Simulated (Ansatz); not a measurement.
MoF$_{6}$:
```xyz
7
Lattice="-3.2009 3.2009 3.2009 3.2009 -3.2009 3.2009 3.2009 3.2009 -3.2009" Properties=species:S:1:pos:R:3 pbc="T T T"
Mo     0.0000     0.0000     0.0000
F      0.0000     0.0000     4.5730
F      0.0000     0.0000     1.8288
F      4.5730     0.0000     0.0000
F      1.8288     0.0000     0.0000
F      0.0000     4.5730     0.0000
F      0.0000     1.8288     0.0000
```

Relaxed with r²SCAN+D4. The program Ansatz at the r²SCAN+D4 level (PAW) gives a gap of 4.73 eV.

### Question
What gap does HSE06 give on the same cell (Ansatz, PAW)?

### Answer
6.09 eV, 1.36 eV more. The hybrid was solved on a coarser mesh and at special points; the gap given is the minimum over both.

```
k  v1 r²SCAN+D4  c1 r²SCAN+D4  v1 HSE06  c1 HSE06
-  ------------  ------------  --------  --------
Γ          0.00          4.84       ___       ___
H         -0.03          4.84       ___       ___
P         -0.12          4.76       ___       ___
N         -0.07          4.75     -0.07      6.11
```

### Question
Top valence (v1) and lowest conduction level (c1) in eV from each method's valence maximum (which need not be a listed point): supply the withheld HSE06 values.

### Answer

- Γ, v1 HSE06: 0.00
- Γ, c1 HSE06: 6.21
- H, v1 HSE06: -0.03
- H, c1 HSE06: 6.21
- P, v1 HSE06: -0.13
- P, c1 HSE06: 6.12

Cost on shared cores: the r²SCAN+D4 run (SCF on a 6×6×6 mesh, then bands and DOS) around 90 core-seconds (rough), the HSE06 run (SCF on 4×4×4, then a few points) roughly 2.8 core-minutes; the tasks are unlike.

Space group Im-3m. The workflow started from a Materials Project entry (that database holds measured and hypothetical structures alike); the Crystallography Open Database copy checked does not list it. COD files the formula under space group No. 62. Its standing as an ambient phase is unchecked. Symmetry was held in the r²SCAN+D4 relaxation; whether a distortion lowers the energy is not shown. The run is not spin-polarised. No Hubbard U is applied. Spin–orbit coupling is left out wherever it is not named.

Potentials: the later of the program's two PAW sets.
